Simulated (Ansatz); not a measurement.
Geometry optimisation in Ansatz: input, command and trajectory.

```yaml
crystal:
  lattice:
    - [2.8236399202, 0.0, 0.0]
    - [-1.4118199601, 2.445343902, 0.0]
    - [0.0, 0.0, 4.5463431984]
  atoms:
    - { symbol: Ti, position: [0.6666666667, 0.3333333333, 0.2664514268] }
    - { symbol: Ti, position: [0.3333333333, 0.6666666667, 0.7335485732] }
    - { symbol: O, position: [0.0, 0.0, 0.0] }
basis:
  ecutwfc: 420
kpoints:
  mp_grid: { grid: [18, 18, 10] }
hamiltonian:
  xc: pbesol
scf:
  occupations: { method: gaussian, width: 0.1 }
output:
  forces: true
  stress: true
  eigenvalues: true
relax:
  adjacent_minimum: "off"
  f_tol: 0.01
  max_steps: 30
  cell: { stress_tol: 0.1, fix: [volume] }
```

```bash
ansatz run input.yaml --threads 1 --pin off --max-ram 2560MiB --backend cpu --events-out ev --progress --plain --runs-dir out
```

All numbers below come from DFT PBEsol, scalar-relativistic, plane waves, PAW (Ansatz).

The volume is held at 0.88 times that of the relaxed cell.

Of 4 frames 3 are shown, positions in Å and forces in eV/Å; the SCF threshold varies from step to step. Steps run on the plane waves of an earlier cell, with a Pulay correction in the pressure. The basis is chosen afresh for the last frame, the zero of the energies, and at times for earlier ones too; energy and pressure step there, also at an unchanged geometry.

```xyz
3
Lattice="2.8236 0.0000 0.0000 -1.4118 2.4453 0.0000 0.0000 0.0000 4.5463" Properties=species:S:1:pos:R:3:forces:R:3 pbc="T T T" step=1 free_energy_over_end_meV_per_atom=0.26 pressure_GPa=33.21
Ti    1.4118    0.8151    1.2114    0.0000    0.0000    0.1186
Ti    0.0000    1.6302    3.3350    0.0000    0.0000   -0.1186
O     0.0000    0.0000    0.0000    0.0000    0.0000    0.0000
3
Lattice="2.8234 0.0000 0.0000 -1.4117 2.4451 0.0000 0.0000 0.0000 4.5472" Properties=species:S:1:pos:R:3:forces:R:3 pbc="T T T" step=2 free_energy_over_end_meV_per_atom=0.08 pressure_GPa=33.08
Ti    1.4117    0.8150    1.2149    0.0000    0.0000    0.0404
Ti    0.0000    1.6301    3.3323    0.0000    0.0000   -0.0404
O     0.0000    0.0000    0.0000    0.0000    0.0000    0.0000
3
Lattice="2.8203 0.0000 0.0000 -1.4102 2.4425 0.0000 0.0000 0.0000 4.5571" Properties=species:S:1:pos:R:3:forces:R:3 pbc="T T T" step=4 free_energy_over_end_meV_per_atom=0.00 pressure_GPa=32.97
Ti    1.4102    0.8142    1.2204    0.0000    0.0000   -0.0001
Ti    0.0000    1.6283    3.3367    0.0000    0.0000    0.0001
O     0.0000    0.0000    0.0000    0.0000    0.0000    0.0000
```

It took 32 s on 1 thread of AMD EPYC 7R13 Processor (Zen 3), on a shared host, peak memory 0.53 GiB.

Spin polarisation was left out, and a magnetic state may lie lower.